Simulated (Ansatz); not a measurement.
The relaxed structure here is a generated cell of HfIr3: the first start was made by placing the elements on the sites of a structure type, and the end was not matched to a known phase here, so it may be hypothetical.

One starting cell of HfIr₃ (a generated cell, HfIr3 built in the AFLOW prototype AB3_oC8_65_a_bf (L1_3, as in CdPt3)) was relaxed twice with Ansatz (plane waves, PAW, scalar-relativistic): with PBEsol at 420 eV and with PBE at 420 eV. The PBEsol result:

```yaml
crystal:
  lattice:
    - [2.79083, -3.82768, 0.00000]
    - [2.79083, 3.82768, 0.00000]
    - [0.00000, 0.00000, 2.84788]
  atoms:
    - { symbol: Hf, position: [0.00000, 0.00000, 0.00000] }
    - { symbol: Ir, position: [0.50000, 0.50000, 0.00000] }
    - { symbol: Ir, position: [0.00000, 0.50000, 0.50000] }
    - { symbol: Ir, position: [0.50000, 0.00000, 0.50000] }
```

```tsv
quantity	PBEsol	PBE
space group	Cmmm	Cmmm
volume (Å³/atom)	15.21	…
a (Å)	5.582	…
b (Å)	7.655	…
c (Å)	2.848	…
gap (eV, no spin-orbit coupling)	0.00	…
highest phonon at the sampled q (cm⁻¹)	240	…
softest mode (cm⁻¹)	no imaginary mode	…
```

Task: Fill in the PBE column.

Result: 
- volume (Å³/atom), PBE: 15.75
- a (Å), PBE: 5.644
- b (Å), PBE: 7.728
- c (Å), PBE: 2.888
- gap (eV, no spin-orbit coupling), PBE: 0.00
- highest phonon at the sampled q (cm⁻¹), PBE: 230
- softest mode (cm⁻¹), PBE: no imaginary mode

Both levels end in the same structure; PBE's volume is 3.5 % larger. Neither column is exact.

No spin polarisation in the result.

The run could not lose the symmetry of its start; a randomly shaken copy of 8 atoms returns to this structure.

All atoms sit on sites fixed by symmetry, so only the cell could relax.

Ansatz is a program for electronic structure.
